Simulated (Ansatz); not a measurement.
# Rb4O: zone-centre modes

These are results of DFT PBE, scalar-relativistic, plane waves, PAW (Ansatz), not measurements. Plane waves to 420 eV; Γ-centred k mesh 6×6×6; Fermi-Dirac smearing of 0.15 eV. No spin polarisation. Phonons by linear response, acoustic sum rule imposed.

Relaxed structure:
```
CELL_PARAMETERS angstrom
-4.42795 4.42795 4.42795
4.42795 -4.42795 4.42795
4.42795 4.42795 -4.42795
ATOMIC_POSITIONS crystal
Rb 0.00000 0.66660 0.00000
Rb 0.33340 0.33340 0.33340
Rb 0.00000 0.00000 0.66660
Rb 0.66660 0.00000 0.00000
O 0.00000 0.00000 0.00000
```

The structure comes from a generated guess, relaxed at this level; another structure or a mixture of phases may lie lower. In a metal, frequencies depend on the k mesh and the smearing, soft modes most.

Optical modes at Γ:
```tsv
frequency (cm⁻¹)	degeneracy
30	3
33	2
69	3
113	1
262	3
```

All 12 optical modes at Γ are real: no displacement of atoms at fixed cell lowers the energy to second order. Strains and modes at other wave vectors aren't tested by this run.
